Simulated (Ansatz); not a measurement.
Input:

Y₃Si₃Pd₂:
```cif
data_Pd8Si12Y12
_chemical_formula_sum 'Y12 Si12 Pd8'
_space_group_name_H-M_alt 'Cmcm'
_space_group_IT_number 63
_space_group_name_Hall '-C 2c 2'
_cell_length_a 4.25515
_cell_length_b 10.40911
_cell_length_c 14.18388
_cell_angle_alpha 90.000
_cell_angle_beta 90.000
_cell_angle_gamma 90.000
loop_
_atom_site_label
_atom_site_type_symbol
_atom_site_symmetry_multiplicity
_atom_site_Wyckoff_symbol
_atom_site_fract_x
_atom_site_fract_y
_atom_site_fract_z
_atom_site_occupancy
Y1 Y 8 f 0.00000 0.09108 0.10971 1
Y2 Y 4 c 0.00000 0.36826 0.25000 1
Si1 Si 4 c 0.00000 0.66435 0.25000 1
Si2 Si 8 f 0.00000 0.39466 0.03909 1
Pd1 Pd 8 f 0.00000 0.20074 0.59633 1
```
(The calculation used a cell of 16 atoms; values per cell refer to that cell.)

This is the r²SCAN-relaxed structure.

Problem. All from the program Ansatz at the r²SCAN level (PAW), unless another level is named. Estimate the electronic character.

Solution. metallic (no gap).

Problem. Predict the formation energy from the elements (no fitted shifts).

Solution. -1.03 eV/atom.

Problem. Predict the density of states at the Fermi level.

Solution. 0.31 states/eV per atom (mean over ±0.08 eV).

The workflow started from a Materials Project entry (that database holds measured and hypothetical structures alike); the Crystallography Open Database copy checked does not list it. Whether it is the stable phase at ambient conditions was not checked. The cell was relaxed with r²SCAN under the symmetry of its start; whether a distortion lowers the energy is not shown. The run is not spin-polarised. The references are the lowest solids computed at this level, not always the standard phases. Spin–orbit coupling is left out wherever it is not named.

Potentials: the later of the program's two PAW sets.
